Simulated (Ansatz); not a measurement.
Level of theory: DFT PBE, scalar-relativistic, plane waves, PAW (Ansatz 0.2.0). Each cell gets a short relaxation within its symmetry: 420 eV, a coarse mesh through Γ, smearing of 0.2 eV, at most 16 steps to 0.08 eV/Å and 0.8 GPa. No spin polarisation. Energies are free energies per atom, good to about 0.1 eV/atom between metallic cells, end volumes are rough, and groups of ends are read at 0.1 Å.

Two unrelaxed guesses for ScGa5S:

A.

```
Sc Ga S
1.0
     2.95008    1.70323    5.07276
    -2.95008    1.70323    5.07276
     0.00000   -3.40646    5.07276
Sc Ga S
1 5 1
Direct
  0.00000 0.00000 0.00000
  0.00000 0.00000 0.50000
  0.50000 0.00000 0.00000
  0.00000 0.50000 0.00000
  0.27257 0.27257 0.27257
  0.72743 0.72743 0.72743
  0.50000 0.50000 0.50000
```

B.

```
Sc Ga S
1.0
     2.83078    1.63435    5.48694
    -2.83078    1.63435    5.48694
     0.00000   -3.26871    5.48694
Sc Ga S
1 5 1
Direct
  0.50000 0.50000 0.50000
  0.27321 0.27321 0.27321
  0.72679 0.72679 0.72679
  0.50000 0.50000 0.00000
  0.00000 0.50000 0.50000
  0.50000 0.00000 0.50000
  0.00000 0.00000 0.00000
```

**Question.** Does the order of the two change on relaxation?

**Answer.** As given, A is lower by 1.83 eV/atom. Relaxed, both fall into the same structure. A goes from R-3m at 21.8 Å³/atom to R-3m at 19.3 Å³/atom and gains 0.34 eV/atom. B goes from R-3m at 21.8 Å³/atom to R-3m at 19.2 Å³/atom and gains 2.18 eV/atom. The closest pair in A goes from Ga–Ga at 2.34 Å to Ga–S at 2.57 Å. The closest pair in B goes from Ga–Ga at 1.91 Å to Ga–S at 2.56 Å. At the end, in A: Sc is surrounded by 6 Ga at 2.94 Å and 6 Ga at 3.27 Å; Ga on a site of symmetry 2/m has 6 Ga at 2.82–2.83 Å, 2 S at 2.83 Å and 2 Sc at 2.94 Å; S is surrounded by 2 Ga at 2.57 Å and 6 Ga at 2.83 Å; 1 more site not described. The lowest end among all the guesses of this search lies 0.30 eV/atom under the better of the two.
